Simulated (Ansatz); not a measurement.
Starting cell, Al₂Au (fluorite type, space group Fm-3m):

```
CELL_PARAMETERS angstrom
      0.00000     6.05991     6.05991
      3.02996     0.00000     3.02996
      3.02996     3.02996     0.00000
ATOMIC_POSITIONS crystal
  Al 0.12500 0.25000 0.25000
  Al 0.62500 0.25000 0.25000
  Al 0.37500 0.75000 0.75000
  Al 0.87500 0.75000 0.75000
  Au 0.00000 0.00000 0.00000
  Au 0.50000 0.00000 0.00000
```

The atoms are displaced by Q × the pattern below (from a DFPT mode at L = (0.5, 0.0, 0.0), largest move 1; Q in Å), at fixed cell. (q is in reciprocal vectors of the primitive cell; the cell shown is doubled to hold the pattern.)

| atom | x | y | z |
|---|---|---|---|
| Al1 | 0.154 | -0.154 | -0.154 |
| Al2 | -0.154 | 0.154 | 0.154 |
| Al3 | -0.154 | 0.154 | 0.154 |
| Al4 | 0.154 | -0.154 | -0.154 |
| Au5 | -0.577 | 0.577 | 0.577 |
| Au6 | 0.577 | -0.577 | -0.577 |

The numbers are results of PBE (plane waves to 420 eV, PAW, scalar-relativistic; Ansatz, a program for electronic structure), not measurements. k mesh 13×13×13 (Γ-centred), Fermi-Dirac smearing 0.05 eV. The energy includes the smearing's −TS. With partly filled bands, energies and forces of such displacements shift with the k mesh and the smearing. Al2Au was relaxed with its symmetry unable to fall. Spin-orbit coupling is left out, though Au is heavy. ΔE is measured from the undisplaced structure.

Successive frames, forces in eV/Å:

```json
[
 {"frame": "Q = 0.233 Å", "ΔE (meV/cell)": "530", "F on Al1": "(0.135, -0.135, -0.135)", "F on Al2": "(0.103, -0.103, -0.103)", "F on Al3": "(-0.135, 0.135, 0.135)", "F on Al4": "(-0.103, 0.103, 0.103)", "F on Au5": "(1.295, -1.295, -1.295)", "F on Au6": "(-1.295, 1.295, 1.295)"},
 {"frame": "Q = 0.187 Å", "ΔE (meV/cell)": "341", "F on Al1": "(0.068, -0.068, -0.068)", "F on Al2": "(0.079, -0.079, -0.079)", "F on Al3": "(-0.068, 0.068, 0.068)", "F on Al4": "(-0.079, 0.079, 0.079)", "F on Au5": "(1.040, -1.040, -1.040)", "F on Au6": "(-1.040, 1.040, 1.040)"},
 {"frame": "Q = 0.140 Å", "ΔE (meV/cell)": "193", "F on Al1": "(0.025, -0.025, -0.025)", "F on Al2": "(0.055, -0.055, -0.055)", "F on Al3": "(-0.025, 0.025, 0.025)", "F on Al4": "(-0.055, 0.055, 0.055)", "F on Au5": "(0.782, -0.782, -0.782)", "F on Au6": "(-0.782, 0.782, 0.782)"},
 {"frame": "Q = 0.093 Å", "ΔE (meV/cell)": "86", "F on Al1": "(0.002, -0.002, -0.002)", "F on Al2": "(0.032, -0.032, -0.032)", "F on Al3": "(-0.002, 0.002, 0.002)", "F on Al4": "(-0.032, 0.032, 0.032)", "F on Au5": "(0.523, -0.523, -0.523)", "F on Au6": "(-0.523, 0.523, 0.523)"}
]
```

What are the energy and the forces in the next frame, Q = 0.047 Å?

ΔE (meV/cell) = 22.

```
atom      Fx      Fy      Fz
----  ------  ------  ------
Al1   -0.005   0.005   0.005
Al2    0.013  -0.013  -0.013
Al3    0.005  -0.005  -0.005
Al4   -0.013   0.013   0.013
Au5    0.262  -0.262  -0.262
Au6   -0.262   0.262   0.262
```

(For displaced atoms, the force is minus the slope of the energy, and its curvature is a force constant, which sets phonon frequencies.)
